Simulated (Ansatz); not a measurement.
Relaxation of a randomly generated symmetric cell of ZnAu (space group No. 227); 4 atoms in the cell, which starts as Fd-3m, origin choice 1 (No. 227), cF16; a = 6.624 Å, b = 6.624 Å, c = 6.624 Å, α = 90.00°, β = 90.00°, γ = 90.00°. These are PBEsol (plane waves to 420 eV, PAW, scalar-relativistic; Ansatz, a quantum-chemistry and plane-wave program) values and carry that method's errors. Γ-centred k-mesh 9×9×9 on the run's cell (coarser than for final values), Fermi–Dirac smearing 0.05 eV. This is the first round of the run. 

The optimiser's lines from the output (shortened; P is positive under compression):

```
relax step   1: F+E_penalty+E_count = -32575.93404505 eV  Δ(F+E_penalty+E_count) = +0.000e0 eV  max|allowed force component| = 1.446e-17 eV/Å  Δτ_max = 0.0000 Å  P = -13.570 GPa  Ω = 72.654 Å³  (7 SCF iters, dr2 threshold 1.00e-7 eV, accepted)
relax step   2: F+E_penalty+E_count = -32576.43558545 eV  Δ(F+E_penalty+E_count) = -5.015e-1 eV  max|allowed force component| = 8.789e-17 eV/Å  Δτ_max = 0.0000 Å  P = +0.252 GPa  Ω = 62.538 Å³  (8 SCF iters, dr2 threshold 4.00e-7 eV, accepted)
relax step   3: F+E_penalty+E_count = -32576.43558992 eV  Δ(F+E_penalty+E_count) = -4.465e-6 eV  max|allowed force component| = 4.395e-17 eV/Å  Δτ_max = 0.0000 Å  P = -0.097 GPa  Ω = 62.697 Å³  (5 SCF iters, dr2 threshold 1.59e-7 eV, accepted)
relax step   4: F+E_penalty+E_count = -32576.43562361 eV  Δ(F+E_penalty+E_count) = -3.370e-5 eV  max|allowed force component| = 4.684e-17 eV/Å  Δτ_max = 0.0000 Å  P = -0.001 GPa  Ω = 62.653 Å³  (5 SCF iters, dr2 threshold 2.38e-8 eV, accepted)
relax step   5: F+E_penalty+E_count = -32576.43157860 eV  Δ(F+E_penalty+E_count) = +4.045e-3 eV  max|allowed force component| = 6.418e-17 eV/Å  Δτ_max = 0.0000 Å  P = -0.011 GPa  Ω = 62.653 Å³  stress off target by 1.09e-2 GPa  SCF on the basis re-selected at this cell (its energy is not comparable with the rows above)  (8 SCF iters)
```

From the first to the last row the energy changes by -0.12 eV/atom and the volume by -13.8 %. The last row is marked as not comparable with the walk above it, whose basis was carried along; it does compare with step 1, since both stand on a basis selected at the nominal cutoff for their own cell.

Later rounds, restarted from the end of this one on a renewed k-mesh, logged 4 more steps and released under 0.01 eV/atom more. The final structure after all rounds: Fd-3m, origin choice 1 (No. 227), cF16, AFLOW prototype AB_cF16_227_a_b (B32, as in NaTl); a = 6.303 Å, b = 6.303 Å, c = 6.303 Å, α = 90.00°, β = 90.00°, γ = 90.00°. Between re-selections the logged energies stand on a plane-wave basis carried along with the cell. No spin polarisation in the result.

The run could not lower the symmetry of its start; a shaken copy of this end point relaxes with PBEsol to I4₁/amd (No. 141), 0.13 eV/atom lower.

The relaxed structure here is a generated cell of ZnAu: the first start was made by a random draw of sites in a space group, and the end was not matched to a known phase here, so it may be hypothetical. Known forms of ZnAu include space group No. 221.
